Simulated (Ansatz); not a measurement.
Sc2Si2O7:
```cif
data_O7Sc2Si2
_chemical_formula_sum 'Sc2 Si2 O7'
_space_group_name_H-M_alt 'P 1'
_space_group_IT_number 1
_cell_length_a 5.35412
_cell_length_b 5.35412
_cell_length_c 4.68815
_cell_angle_alpha 82.256
_cell_angle_beta 97.744
_cell_angle_gamma 74.934
loop_
_space_group_symop_operation_xyz
  'x, y, z'
loop_
_atom_site_label
_atom_site_type_symbol
_atom_site_fract_x
_atom_site_fract_y
_atom_site_fract_z
_atom_site_occupancy
Sc1 Sc 0.69032 0.69032 0.00000 1
Sc2 Sc 0.30968 0.30968 0.00000 1
Si1 Si 0.22396 0.77604 0.40805 1
Si2 Si 0.77604 0.22396 0.59195 1
O1 O 0.60650 0.07842 0.78681 1
O2 O 0.39350 0.92158 0.21319 1
O3 O 0.07842 0.60650 0.21319 1
O4 O 0.92158 0.39350 0.78681 1
O5 O 0.00000 0.00000 0.50000 1
O6 O 0.60612 0.39388 0.27951 1
O7 O 0.39388 0.60612 0.72049 1
```

Relaxed with r²SCAN.

### Question
Give the optical modes at the zone centre with their infrared activity from DFPT, plane-wave PAW r²SCAN (Ansatz code).

### Answer
Transverse frequencies, without the LO–TO term; a row sums one degenerate level.

```tsv
ω (cm⁻¹)	degeneracy	IR ((D/Å)²/amu)	activity	symmetry
139	1	0.54	IR	Au
172	1	0.72	IR	Bu
188	1	0.00	IR-inactive	Bg
200	1	0.00	IR-inactive	Bg
250	1	0.00	IR-inactive	Ag
251	1	1.65	IR	Au
262	1	14.04	IR	Bu
274	1	0.00	IR-inactive	Bg
323	1	24.24	IR	Bu
343	1	0.00	IR-inactive	Ag
366	1	29.41	IR	Au
373	1	10.58	IR	Bu
388	1	0.00	IR-inactive	Ag
390	1	0.00	IR-inactive	Bg
422	1	0.00	IR-inactive	Bg
440	1	0.00	IR-inactive	Ag
487	1	3.37	IR	Au
493	1	36.69	IR	Bu
503	1	0.31	IR	Bu
504	1	0.00	IR-inactive	Ag
539	1	0.00	IR-inactive	Bg
582	1	4.30	IR	Au
686	1	0.00	IR-inactive	Ag
844	1	10.06	IR	Bu
880	1	44.42	IR	Au
892	1	53.07	IR	Bu
928	1	0.00	IR-inactive	Bg
929	1	0.00	IR-inactive	Ag
944	1	0.00	IR-inactive	Ag
1159	1	23.48	IR	Bu
```

### Question
How high does the top mode go among those that the LO–TO term moves?

### Answer
1220 cm⁻¹ for q along x, 1029 cm⁻¹ for q along y, 1174 cm⁻¹ for q along z.

Space group C2/m. The first step of the workflow began from a Materials Project structure, measured or hypothetical; the Crystallography Open Database files this formula in space group No. 12, but the cells were not matched. Its standing as an ambient phase is unchecked. Symmetry was held in the r²SCAN relaxation; whether a distortion lowers the energy is not shown. No spin polarisation was allowed.

Potentials: the later of the program's two PAW sets.
